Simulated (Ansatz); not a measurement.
Here is an unrelaxed guess for Mg3Te2.

```
Mg Te
1.0
     4.37520    0.00000    0.00000
    -2.18760    3.78903    0.00000
     0.00000    0.00000    7.60066
Mg Te
3 2
Direct
  0.50000 0.00000 0.50000
  0.00000 0.50000 0.50000
  0.50000 0.50000 0.50000
  0.00000 0.00000 0.28428
  0.00000 0.00000 0.71572
```

The calculation used Ansatz 0.2.0, DFT PBE, scalar-relativistic, plane waves, PAW. Cutoff 420 eV; k points 6×6×2 on the computed 5-atom cell (Γ-centred); Gaussian smearing, width 0.10 eV; no spin polarisation.

Energies over the elements count from the elements' standard structures at the same level, with no fitted energy shifts.

Problem. How far from equilibrium is it?

Solution. The pressure is 35.2 GPa (the mean over three directions, positive in compression), the largest force is 3.90 eV/Å, and the energy is +1.56 eV/atom against the elements. The shortest distance is 2.19 Å.

Problem. How much does it gain on relaxing, and where does it end?

Solution. Relaxing gains about 1.7 eV/atom (the start's value is from the coarse mesh, so the gain is rough) in 23 ionic steps and ends at −0.10 eV/atom on the finer mesh. The symmetry stays P6/mmm (No. 191). The volume per atom grows by 43.3 %, from 25.2 to 36.1 Å³. The shortest distance goes from 2.19 Å (Mg–Mg) to 2.92 Å (Mg–Mg). The ratio c/a of the conventional cell changes by a factor of 0.60. Conventional cell: a = 5.833 Å, c = 6.129 Å. Mg is surrounded by 4 Mg at 2.92 Å and 4 Te at 3.30 Å; Te is surrounded by 2 Te at 3.05–3.08 Å and 6 Mg at 3.30 Å.

The last run used a 6×6×6 mesh for its 5-atom cell and Gaussian smearing of 0.10 eV. Spin–orbit coupling, which can matter for Te, is left out. The reference form of Te is held partly by dispersion forces, which this level lacks. The relaxation can't lower the symmetry of the start. A structure relaxed within its symmetry needn't be a true minimum. Another cell of Mg3Te2 relaxed alike, in P4mm, lies 0.32 eV/atom lower, so this cell isn't the stable form at this level.
